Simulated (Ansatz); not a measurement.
Input and output for LuSb (rocksalt type): DFT, PBEsol, all-electron LAPW, scalar-relativistic (Ansatz 0.2.0).

The cell comes from a relaxation on PAW files under the same functional, begun from a prototype that needn't be the stable phase.

Command: `ansatz run input.yaml --threads 1 --pin off --max-ram 2048MiB --backend cpu --events-out ev --progress --plain --runs-dir out` It took 41 s on 1 thread of Arm Neoverse V2 (shared host), peak memory 0.51 GiB.

```yaml
crystal:
  lattice:
    - [0.0, 2.9981926357, 2.9981926357]
    - [2.9981926357, 0.0, 2.9981926357]
    - [2.9981926357, 2.9981926357, 0.0]
  atoms:
    - { symbol: Lu, position: [0.0, 0.0, 0.0] }
    - { symbol: Sb, position: [0.5, 0.5, 0.5] }
kpoints:
  mp_grid: { grid: [12, 12, 12] }
  band_path:
    path:
      - [0.0, 0.0, 0.0]
      - [0.5, 0.0, 0.5]
      - [0.625, 0.25, 0.625]
      - [0.375, 0.375, 0.75]
      - [0.0, 0.0, 0.0]
      - [0.5, 0.5, 0.5]
      - [0.5, 0.25, 0.75]
      - [0.5, 0.0, 0.5]
    npoints: 14
scf:
  occupations: { method: fermi_dirac, width: 0.1 }
hamiltonian:
  xc: pbesol
  pseudopotentials: { kind: all_electron, lapw: { basis_error: 0.001 } }
output:
  forces: true
  stress: true
  eigenvalues: true
  populations: true
  dos: { projected: true, de: 0.2, e_range: [-14, 8] }
```

Output:

```
Lu: projections on atomic orbitals take those of the free atom 1s2 2s2 2p6 3s2 3p6 3d10 4s2 4p6 4d10 4f14 5s2 5p6 5d1 6s2, of charge +0.00 (hamiltonian.pseudopotentials.projection_atoms)
Sb: projections on atomic orbitals take those of the free atom 1s2 2s2 2p6 3s2 3p6 3d10 4s2 4p6 4d10 5s2 5p3, of charge +0.00 (hamiltonian.pseudopotentials.projection_atoms)
LAPW: plane waves up to 7.746 Å⁻¹, error target 1.0e-3 eV per atom; small_component_spin mean_spin; Sb in spheres of 1.458 Å, 23 of its electrons in bands, Dirac shells []; Lu in spheres of 1.541 Å, 35 of its electrons in bands, Dirac shells [] (how accurate: hamiltonian.pseudopotentials.lapw.basis_error, Limitations)
Engine: ansatz 0.2.0
Pseudopotentials: kind: all_electron
Pseudopotential: Lu, LAPW, valence charge 35, lapw/all_electron/scalar/gaussian/Lu, Koelling and Harmon's equation, gaussian nucleus
Pseudopotential: Sb, LAPW, valence charge 23, lapw/all_electron/scalar/gaussian/Sb, Koelling and Harmon's equation, gaussian nucleus
Functional definition: PBEsol
  exchange = pbesol_x
  correlation = pbesol_c
Crystal: 2 atoms, lattice volume = 53.902 Å³
Basis set: ecut = 228.57169043079745 eV, 411 PW (Γ), exchange–correlation at level 2
Bands: 35, of which v1, the nominal top of the filled ones, is band 29 counted from 1 (28 counted from 0)
Symmetry: 48 space group operations
Space group: Fm-3m (ITA 225), of the structure as read, at distance tolerance 3.8e-5 Å
k-points: 72 of 1728
Non-local potential: Lu, projectors of the file, none
Non-local potential: Sb, projectors of the file, none
Initial density: superposition of atomic densities (chi_scale 0.1, normalization cell, long waves kept (reshape's long-wave potential 0.00 eV rms))
Initial wavefunctions: plane waves of lowest kinetic energy (no species holds an atomic orbital)
Functional: x = pbesol(κ = 0.804, μ = 0.12345679012345678), c = pbesol(β = 0.046)
iter 1 solved again at ethr=9.60e-4 eV; its pass at ethr=1.00e-1 eV (dr2=5.57e-1 eV) is discarded
SCF iter   1: F=—  HF=-572416.208296 eV  |F-HF|=—  |Δ(HF+E_count)|=         —  Δρ=2.26e-2  dr2=5.57e-1  ethr=9.60e-4  ⟨swp⟩=2.1  Hψ=15578  notcnv=0
preconditioner: auto → Kerker (q_TF=auto, 2.762 Å⁻¹)  [metal: Δε(μ)=0.165 eV  Ē_g=17.973 eV  σ=0.100 eV  W_gap=0.36  n_scr=14 (ndim 8)  ℏωp=31.2 eV  f_vac=0.002  D(μ)=0.23/eV (n_scr^D=0)]
SCF iter   2: F=—  HF=-572416.082261 eV  |F-HF|=—  |Δ(HF+E_count)|=   1.26e-1  Δρ=1.48e-2  dr2=2.51e-1  ethr=9.60e-4  ⟨swp⟩=2.0  Hψ=7798  notcnv=0
SCF iter   3: F=—  HF=-572416.064933 eV  |F-HF|=—  |Δ(HF+E_count)|=   1.73e-2  Δρ=1.14e-2  dr2=1.60e-1  ethr=4.32e-4  ⟨swp⟩=2.0  Hψ=7451  notcnv=0
SCF iter   4: F=—  HF=-572416.013221 eV  |F-HF|=—  |Δ(HF+E_count)|=   5.17e-2  Δρ=5.25e-3  dr2=3.60e-2  ethr=2.76e-4  ⟨swp⟩=2.0  Hψ=7085  notcnv=0
SCF iter   5: F=—  HF=-572416.013674 eV  |F-HF|=—  |Δ(HF+E_count)|=         —  Δρ=1.78e-3  dr2=4.50e-3  ethr=6.21e-5  ⟨swp⟩=2.0  Hψ=7435  notcnv=0
the basis was enlarged: its passes take 97.7 KiB over the memory plan, 1 of 1 planned eigensolver slots
iter 6 solved again at ethr=5.16e-7 eV; its pass at ethr=7.77e-6 eV (dr2=2.99e-4 eV) is discarded
SCF iter   6: F=—  HF=-572416.010919 eV  |F-HF|=—  |Δ(HF+E_count)|=   2.75e-3  Δρ=7.51e-4  dr2=2.99e-4  ethr=5.16e-7  ⟨swp⟩=2.0  Hψ=12552  notcnv=0
SCF iter   7: F=—  HF=-572416.010937 eV  |F-HF|=—  |Δ(HF+E_count)|=   1.77e-5  Δρ=3.38e-4  dr2=8.41e-5  ethr=5.16e-7  ⟨swp⟩=2.0  Hψ=7426  notcnv=0
SCF iter   8: F=—  HF=-572416.010933 eV  |F-HF|=—  |Δ(HF+E_count)|=   3.50e-6  Δρ=5.79e-5  dr2=3.28e-6  ethr=1.45e-7  ⟨swp⟩=2.0  Hψ=7423  notcnv=0
SCF iter   9: F=—  HF=-572416.010933 eV  |F-HF|=—  |Δ(HF+E_count)|=   1.68e-7  Δρ=2.90e-5  dr2=7.99e-7  ethr=5.65e-9  ⟨swp⟩=2.0  Hψ=7423  notcnv=0
SCF iter  10: F=-572416.010933 eV  HF=-572416.010933 eV  |F-HF|=1.44e-8  |Δ(HF+E_count)|=   4.31e-9  Δρ=7.80e-6  dr2=4.88e-8  ethr=1.38e-9  ⟨swp⟩=2.0  Hψ=7423  notcnv=0
SCF 1 converged in 10 iterations: F = -572416.010933 eV  dr2 = 4.88e-8
NSCF: frozen V_eff on 99 k-points
SCF converged after 10 iterations
Free energy (F): -572416.010933 eV
Harris-Foulkes:  -572416.010933 eV  (|F-HF|=1.44e-8)
Internal energy: -572416.000931 eV  (E = F + TS)
E sigma→0 (E₀):  -572416.005932 eV
Entropy (-TS):   -0.010002 eV (-5.001 meV/atom)
Fermi energy:    14.995744 eV
--- Per-component energies (eV) ---
  E_band       = -2523.088658
  E_kinetic    = 625114.337985
  E_xc         = -12655.300307
  E_electrostatic = -1184875.038609  (all electrons and nuclei)
  E_smearing   = -0.010002  (= −TS)
  E_closure    = 0.000000  (closes the sum)
  E_atoms      = -572404.479840  (free atoms, spherical and without spin; not in F)
  Σ components = -572416.010933   (vs F -572416.010933, Δ=0.00e0)
  Basis errors (estimates in eV, not in F): energy 3.4e-4 per atom: plane waves 3.0e-4 (1.6e-4 summed), levels above the bands 3.4e-32, relativity 2.7e-8, radial functions 3.7e-5, core shells 5.8e-7; eigenvalues (radial functions only) 1.7e-6; not estimated: angular momenta, meshes, grids; target (lapw.basis_error) 1.0e-3; muffin-tin radii Sb 1.458 Å, Lu 1.541 Å
--- Forces (eV/Å), atoms counted from 1 ---
  atom   1  Lu     0.00000000     0.00000000     0.00000000
  atom   2  Sb     0.00000000    -0.00000000    -0.00000000
  max |Σ_I F_I| component: 1.61e-30 eV/Å
--- Stress (GPa, compression-positive) ---
        0.011050       0.000000      -0.000000
        0.000000       0.011050       0.000000
       -0.000000       0.000000       0.011050
  P = ⅓ Tr σ = 0.0111 GPa (0.111 kbar)
--- Band table (eV; the first three rows and the last of 72) ---
  k-point 0: bands = ["-171.9913", "-171.9913", "-171.9913", "-171.9796", "-171.9796", "-128.0685", "-81.0957", "-81.0957", "-81.0957", "-41.4049", "-13.0619", "-13.0619", "-13.0222", "-13.0222", "-13.0222", "-12.0723", "-12.0723", "-12.0723", "4.4165", "9.7851", "9.7851", "9.7851", "9.8029", "9.8345", "9.8345", "9.8345", "15.9430", "15.9430", "15.9430", "16.2005", "16.2005", "16.2005", "16.9995", "16.9995", "18.9369"]
  k-point 1: bands = ["-171.9913", "-171.9913", "-171.9913", "-171.9796", "-171.9796", "-128.0685", "-81.0957", "-81.0957", "-81.0957", "-41.4048", "-13.0665", "-13.0665", "-13.0226", "-13.0220", "-13.0220", "-12.0768", "-12.0672", "-12.0672", "4.5025", "9.7840", "9.7875", "9.7875", "9.8038", "9.8331", "9.8331", "9.8346", "14.9396", "15.3297", "15.3297", "16.3925", "16.3925", "16.6241", "17.6301", "17.6301", "19.5394"]
  k-point 2: bands = ["-171.9913", "-171.9913", "-171.9913", "-171.9796", "-171.9796", "-128.0685", "-81.0957", "-81.0957", "-81.0957", "-41.4046", "-13.0791", "-13.0791", "-13.0236", "-13.0213", "-13.0213", "-12.0888", "-12.0536", "-12.0536", "4.7534", "9.7813", "9.7943", "9.7943", "9.8064", "9.8294", "9.8294", "9.8348", "13.6203", "14.5795", "14.5795", "16.6656", "16.6656", "16.7776", "18.7183", "18.7183", "20.7415"]
  k-point 71: bands = ["-171.9913", "-171.9913", "-171.9913", "-171.9796", "-171.9796", "-128.0685", "-81.0957", "-81.0957", "-81.0957", "-41.4030", "-13.1051", "-13.0606", "-13.0213", "-13.0213", "-13.0136", "-12.1134", "-12.1134", "-12.0463", "6.2638", "9.7994", "9.8105", "9.8105", "9.8211", "9.8211", "9.8240", "9.8409", "12.1894", "12.1894", "12.2709", "17.4589", "17.6115", "17.6115", "19.1788", "19.7428", "22.8761"]
--- Löwdin populations: 2 sites ---
  site symbol       q [e]
     0     Lu     70.6897
     1     Sb     51.2627
  spilling = 0.000390 (of n_electrons = 122.000000)
```

populations.tsv:

```
# site	symbol	l	j	q
# orbitals = lowdin
# n_electrons = 122.000000
# spilling = 0.000390
# projection_atom_Lu: 1s2 2s2 2p6 3s2 3p6 3d10 4s2 4p6 4d10 4f14 5s2 5p6 5d1 6s2
# projection_atom_Sb: 1s2 2s2 2p6 3s2 3p6 3d10 4s2 4p6 4d10 5s2 5p3
0	Lu	0_1S	-	2.000000
0	Lu	0_2S	-	1.999989
0	Lu	0_3S	-	1.999868
0	Lu	0_4S	-	1.998591
0	Lu	0_5S	-	1.973958
0	Lu	0_6S	-	0.513812
0	Lu	1_2P	-	6.000000
0	Lu	1_3P	-	5.999998
0	Lu	1_4P	-	5.999953
0	Lu	1_5P	-	5.990930
0	Lu	2_3D	-	9.999999
0	Lu	2_4D	-	9.999977
0	Lu	2_5D	-	2.219961
0	Lu	3_4F	-	13.992669
1	Sb	0_1S	-	1.999997
1	Sb	0_2S	-	1.999890
1	Sb	0_3S	-	1.998355
1	Sb	0_4S	-	1.979672
1	Sb	0_5S	-	1.487225
1	Sb	1_2P	-	5.999999
1	Sb	1_3P	-	5.999921
1	Sb	1_4P	-	5.993079
1	Sb	1_5P	-	3.814685
1	Sb	2_3D	-	9.999996
1	Sb	2_4D	-	9.989880
```

Next run (volume at 0.92 of the series' base cell), as changes to the input before:

```diff
   lattice:
-    - [0.0, 2.9981926357, 2.9981926357]
-    - [2.9981926357, 0.0, 2.9981926357]
-    - [2.9981926357, 2.9981926357, 0.0]
+    - [0.0, 2.9160086563, 2.9160086563]
+    - [2.9160086563, 0.0, 2.9160086563]
+    - [2.9160086563, 2.9160086563, 0.0]
   atoms:
-    npoints: 14
+    npoints: 8
 scf:
```

Results part of the output:

```
SCF 1 converged in 10 iterations: F = -572415.926928 eV  dr2 = 3.41e-8
NSCF: frozen V_eff on 57 k-points
SCF converged after 10 iterations
Free energy (F): -572415.926928 eV
Harris-Foulkes:  -572415.926928 eV  (|F-HF|=9.66e-9)
Internal energy: -572415.916083 eV  (E = F + TS)
E sigma→0 (E₀):  -572415.921506 eV
Entropy (-TS):   -0.010845 eV (-5.423 meV/atom)
Fermi energy:    16.496760 eV
--- Per-component energies (eV) ---
  E_band       = -2428.954246
  E_kinetic    = 625120.487456
  E_xc         = -12656.843099
  E_electrostatic = -1184879.560441  (all electrons and nuclei)
  E_smearing   = -0.010845  (= −TS)
  E_closure    = 0.000000  (closes the sum)
  E_atoms      = -572404.479840  (free atoms, spherical and without spin; not in F)
  Σ components = -572415.926928   (vs F -572415.926928, Δ=0.00e0)
  Basis errors (estimates in eV, not in F): energy 3.4e-4 per atom: plane waves 3.0e-4 (1.6e-4 summed), levels above the bands 1.6e-32, relativity 2.8e-8, radial functions 4.3e-5, core shells 1.3e-6; eigenvalues (radial functions only) 1.7e-6; not estimated: angular momenta, meshes, grids; target (lapw.basis_error) 1.0e-3; muffin-tin radii Sb 1.418 Å, Lu 1.498 Å
--- Forces (eV/Å), atoms counted from 1 ---
  atom   1  Lu     0.00000000    -0.00000000    -0.00000000
  atom   2  Sb    -0.00000000     0.00000000     0.00000000
  max |Σ_I F_I| component: 1.10e-29 eV/Å
--- Stress (GPa, compression-positive) ---
        6.679540       0.000000       0.000000
        0.000000       6.679540       0.000000
        0.000000       0.000000       6.679540
  P = ⅓ Tr σ = 6.6795 GPa (66.795 kbar)
--- Band table (eV; the first three rows and the last of 72) ---
  k-point 0: bands = ["-170.2252", "-170.2252", "-170.2252", "-170.2143", "-170.2143", "-126.5849", "-79.6149", "-79.6149", "-79.6149", "-39.6107", "-11.6044", "-11.6044", "-11.5550", "-11.5550", "-11.5550", "-10.3088", "-10.3088", "-10.3088", "5.5514", "11.5378", "11.5378", "11.5378", "11.5685", "11.6074", "11.6074", "11.6074", "17.6881", "17.6881", "17.6881", "17.6982", "17.6982", "17.6982", "18.6243", "18.6243", "21.3295"]
  k-point 1: bands = ["-170.2252", "-170.2252", "-170.2252", "-170.2143", "-170.2143", "-126.5849", "-79.6149", "-79.6149", "-79.6149", "-39.6105", "-11.6101", "-11.6101", "-11.5555", "-11.5547", "-11.5547", "-10.3155", "-10.3024", "-10.3024", "5.6491", "11.5357", "11.5409", "11.5409", "11.5698", "11.6056", "11.6056", "11.6075", "16.5454", "16.9400", "16.9400", "17.9222", "17.9222", "18.2711", "19.3775", "19.3775", "21.9166"]
  k-point 2: bands = ["-170.2252", "-170.2252", "-170.2252", "-170.2143", "-170.2143", "-126.5849", "-79.6149", "-79.6149", "-79.6149", "-39.6100", "-11.6256", "-11.6256", "-11.5568", "-11.5536", "-11.5536", "-10.3337", "-10.2851", "-10.2851", "5.9342", "11.5297", "11.5498", "11.5498", "11.5732", "11.6007", "11.6007", "11.6078", "15.1694", "16.1093", "16.1093", "18.2099", "18.2099", "18.4498", "20.5895", "20.5895", "23.1148"]
  k-point 71: bands = ["-170.2252", "-170.2252", "-170.2252", "-170.2143", "-170.2143", "-126.5849", "-79.6149", "-79.6149", "-79.6149", "-39.6075", "-11.6572", "-11.6019", "-11.5536", "-11.5536", "-11.5426", "-10.3691", "-10.3691", "-10.2807", "7.6440", "11.5534", "11.5739", "11.5739", "11.5878", "11.5878", "11.5975", "11.6114", "13.5728", "13.5728", "13.6982", "19.2759", "19.2759", "19.2956", "21.0084", "21.7630", "25.1324"]
--- Löwdin populations: 2 sites ---
  site symbol       q [e]
     0     Lu     70.8160
     1     Sb     51.1405
  spilling = 0.000357 (of n_electrons = 122.000000)
```

Next run (volume at 0.84 of the series' base cell), as changes to the input before:

```diff
   lattice:
-    - [0.0, 2.9160086563, 2.9160086563]
-    - [2.9160086563, 0.0, 2.9160086563]
-    - [2.9160086563, 2.9160086563, 0.0]
+    - [0.0, 2.8289110699, 2.8289110699]
+    - [2.8289110699, 0.0, 2.8289110699]
+    - [2.8289110699, 2.8289110699, 0.0]
   atoms:
   mp_grid: { grid: [12, 12, 12] }
-  band_path:
-    path:
-      - [0.0, 0.0, 0.0]
-      - [0.5, 0.0, 0.5]
-      - [0.625, 0.25, 0.625]
-      - [0.375, 0.375, 0.75]
-      - [0.0, 0.0, 0.0]
-      - [0.5, 0.5, 0.5]
-      - [0.5, 0.25, 0.75]
-      - [0.5, 0.0, 0.5]
-    npoints: 8
 scf:
   populations: true
-  dos: { projected: true, de: 0.2, e_range: [-14, 8] }
```

Results part of the output:

```
SCF 1 converged in 11 iterations: F = -572415.621524 eV  dr2 = 2.48e-9
SCF converged after 11 iterations
Free energy (F): -572415.621524 eV
Harris-Foulkes:  -572415.621524 eV  (|F-HF|=2.91e-9)
Internal energy: -572415.610139 eV  (E = F + TS)
E sigma→0 (E₀):  -572415.615831 eV
Entropy (-TS):   -0.011385 eV (-5.693 meV/atom)
Fermi energy:    18.289058 eV
--- Per-component energies (eV) ---
  E_band       = -4323.485965
  E_kinetic    = 625128.276498
  E_xc         = -12658.666348
  E_electrostatic = -1184885.220288  (all electrons and nuclei)
  E_smearing   = -0.011385  (= −TS)
  E_closure    = 0.000000  (closes the sum)
  E_atoms      = -572404.479840  (free atoms, spherical and without spin; not in F)
  Σ components = -572415.621524   (vs F -572415.621524, Δ=0.00e0)
  Basis errors (estimates in eV, not in F): energy 3.4e-4 per atom: plane waves 3.0e-4 (1.6e-4 summed), levels above the bands 5.2e-42, relativity 2.9e-8, radial functions 3.6e-5, core shells 3.4e-8; eigenvalues (radial functions only) 2.0e-6; not estimated: angular momenta, meshes, grids; target (lapw.basis_error) 1.0e-3; muffin-tin radii Sb 1.375 Å, Lu 1.454 Å
--- Forces (eV/Å), atoms counted from 1 ---
  atom   1  Lu     0.00000000     0.00000000     0.00000000
  atom   2  Sb     0.00000000     0.00000000     0.00000000
  max |Σ_I F_I| component: 1.91e-30 eV/Å
--- Stress (GPa, compression-positive) ---
       16.714920      -0.000000      -0.000000
       -0.000000      16.714920      -0.000000
       -0.000000      -0.000000      16.714920
  P = ⅓ Tr σ = 16.7149 GPa (167.149 kbar)
--- Band table (eV; the first three rows and the last of 72) ---
  k-point 0: bands = ["-333.9957", "-333.9957", "-333.9957", "-168.1901", "-168.1901", "-168.1901", "-168.1807", "-168.1807", "-124.8434", "-77.8772", "-77.8772", "-77.8772", "-37.5399", "-9.8973", "-9.8973", "-9.8351", "-9.8351", "-9.8351", "-8.2743", "-8.2743", "-8.2743", "6.9065", "13.5543", "13.5543", "13.5543", "13.6025", "13.6518", "13.6518", "13.6518", "19.4317", "19.4317", "19.4317", "19.8004", "19.8004", "19.8004", "20.5348", "20.5348", "24.1680", "25.1401"]
  k-point 1: bands = ["-333.9957", "-333.9957", "-333.9957", "-168.1901", "-168.1901", "-168.1901", "-168.1807", "-168.1807", "-124.8434", "-77.8772", "-77.8772", "-77.8772", "-37.5396", "-9.9048", "-9.9048", "-9.8358", "-9.8346", "-9.8346", "-8.2846", "-8.2656", "-8.2656", "7.0185", "13.5507", "13.5582", "13.5582", "13.6041", "13.6493", "13.6493", "13.6520", "18.4161", "18.8321", "18.8321", "19.7307", "19.7307", "20.2493", "21.4557", "21.4557", "24.7448", "25.4752"]
  k-point 2: bands = ["-333.9957", "-333.9957", "-333.9957", "-168.1901", "-168.1901", "-168.1901", "-168.1807", "-168.1807", "-124.8434", "-77.8772", "-77.8772", "-77.8772", "-37.5388", "-9.9251", "-9.9251", "-9.8377", "-9.8330", "-9.8330", "-8.3124", "-8.2421", "-8.2421", "7.3457", "13.5393", "13.5695", "13.5695", "13.6087", "13.6426", "13.6426", "13.6523", "16.9949", "17.9195", "17.9195", "20.0225", "20.0225", "20.4366", "22.8118", "22.8118", "25.9245", "26.3179"]
  k-point 71: bands = ["-333.9957", "-333.9957", "-333.9957", "-168.1901", "-168.1901", "-168.1901", "-168.1807", "-168.1807", "-124.8434", "-77.8772", "-77.8772", "-77.8772", "-37.5345", "-9.9662", "-9.8924", "-9.8330", "-9.8330", "-9.8167", "-8.3641", "-8.3641", "-8.2412", "9.2846", "13.5652", "13.6048", "13.6048", "13.6236", "13.6236", "13.6429", "13.6522", "15.2326", "15.2326", "15.4064", "21.2379", "21.2379", "21.4684", "23.1431", "24.1514", "27.7958", "28.8906"]
--- Löwdin populations: 2 sites ---
  site symbol       q [e]
     0     Lu     70.9672
     1     Sb     50.9921
  spilling = 0.000334 (of n_electrons = 122.000000)
```

Next run (volume at 0.76 of the series' base cell), as changes to the input before:

```diff
   lattice:
-    - [0.0, 2.8289110699, 2.8289110699]
-    - [2.8289110699, 0.0, 2.8289110699]
-    - [2.8289110699, 2.8289110699, 0.0]
+    - [0.0, 2.7360922158, 2.7360922158]
+    - [2.7360922158, 0.0, 2.7360922158]
+    - [2.7360922158, 2.7360922158, 0.0]
   atoms:
```

Results part of the output:

```
SCF 1 converged in 10 iterations: F = -572414.979820 eV  dr2 = 5.13e-8
SCF converged after 10 iterations
Free energy (F): -572414.979820 eV
Harris-Foulkes:  -572414.979820 eV  (|F-HF|=2.13e-8)
Internal energy: -572414.967909 eV  (E = F + TS)
E sigma→0 (E₀):  -572414.973864 eV
Entropy (-TS):   -0.011911 eV (-5.956 meV/atom)
Fermi energy:    20.472772 eV
--- Per-component energies (eV) ---
  E_band       = -4180.132829
  E_kinetic    = 625138.328850
  E_xc         = -12660.864010
  E_electrostatic = -1184892.432749  (all electrons and nuclei)
  E_smearing   = -0.011911  (= −TS)
  E_closure    = 0.000000  (closes the sum)
  E_atoms      = -572404.479840  (free atoms, spherical and without spin; not in F)
  Σ components = -572414.979820   (vs F -572414.979820, Δ=0.00e0)
  Basis errors (estimates in eV, not in F): energy 3.3e-4 per atom: plane waves 3.0e-4 (1.6e-4 summed), levels above the bands 3.5e-45, relativity 3.2e-8, radial functions 2.9e-5, core shells 9.6e-8; eigenvalues (radial functions only) 1.8e-6; not estimated: angular momenta, meshes, grids; target (lapw.basis_error) 1.0e-3; muffin-tin radii Sb 1.330 Å, Lu 1.406 Å
--- Forces (eV/Å), atoms counted from 1 ---
  atom   1  Lu     0.00000000     0.00000000    -0.00000000
  atom   2  Sb     0.00000000     0.00000000     0.00000000
  max |Σ_I F_I| component: 1.56e-30 eV/Å
--- Stress (GPa, compression-positive) ---
       32.092820       0.000000      -0.000000
        0.000000      32.092820      -0.000000
       -0.000000      -0.000000      32.092820
  P = ⅓ Tr σ = 32.0928 GPa (320.928 kbar)
--- Band table (eV; the first three rows and the last of 72) ---
  k-point 0: bands = ["-331.6287", "-331.6287", "-331.6287", "-165.8142", "-165.8142", "-165.8142", "-165.8069", "-165.8069", "-122.7634", "-75.8024", "-75.8024", "-75.8024", "-35.1193", "-7.8641", "-7.8641", "-7.7848", "-7.7848", "-7.7848", "-5.8959", "-5.8959", "-5.8959", "8.5588", "15.9053", "15.9053", "15.9053", "15.9756", "16.0406", "16.0406", "16.0406", "21.5103", "21.5103", "21.5103", "22.3623", "22.3623", "22.3623", "22.8205", "22.8205", "27.3164", "27.5834"]
  k-point 1: bands = ["-331.6287", "-331.6287", "-331.6287", "-165.8142", "-165.8142", "-165.8142", "-165.8069", "-165.8069", "-122.7634", "-75.8024", "-75.8024", "-75.8024", "-35.1187", "-7.8745", "-7.8745", "-7.7858", "-7.7841", "-7.7841", "-5.9120", "-5.8832", "-5.8832", "8.6893", "15.8995", "15.9100", "15.9100", "15.9778", "16.0371", "16.0371", "16.0408", "20.6201", "21.0750", "21.0750", "21.9180", "21.9180", "22.6820", "23.9772", "23.9772", "27.6909", "28.1583"]
  k-point 2: bands = ["-331.6287", "-331.6287", "-331.6287", "-165.8142", "-165.8142", "-165.8142", "-165.8069", "-165.8069", "-122.7634", "-75.8024", "-75.8024", "-75.8024", "-35.1173", "-7.9028", "-7.9028", "-7.7889", "-7.7815", "-7.7815", "-5.9553", "-5.8493", "-5.8493", "9.0698", "15.8800", "15.9240", "15.9240", "15.9839", "16.0280", "16.0280", "16.0413", "19.1765", "20.0947", "20.0947", "22.1876", "22.1876", "22.8480", "25.4991", "25.4991", "28.6670", "29.2915"]
  k-point 71: bands = ["-331.6287", "-331.6287", "-331.6287", "-165.8142", "-165.8142", "-165.8142", "-165.8069", "-165.8069", "-122.7634", "-75.8025", "-75.8025", "-75.8025", "-35.1098", "-7.9596", "-7.8544", "-7.7820", "-7.7820", "-7.7568", "-6.0318", "-6.0318", "-5.8533", "11.2721", "15.8965", "15.9746", "15.9746", "16.0001", "16.0001", "16.0332", "16.0361", "17.2588", "17.2588", "17.4924", "23.5942", "23.5942", "24.0835", "25.6712", "27.0265", "30.9778", "31.9598"]
--- Löwdin populations: 2 sites ---
  site symbol       q [e]
     0     Lu     71.1485
     1     Sb     50.8118
  spilling = 0.000325 (of n_electrons = 122.000000)
```

Spin–orbit coupling is left out, which matters for the heavy atoms.
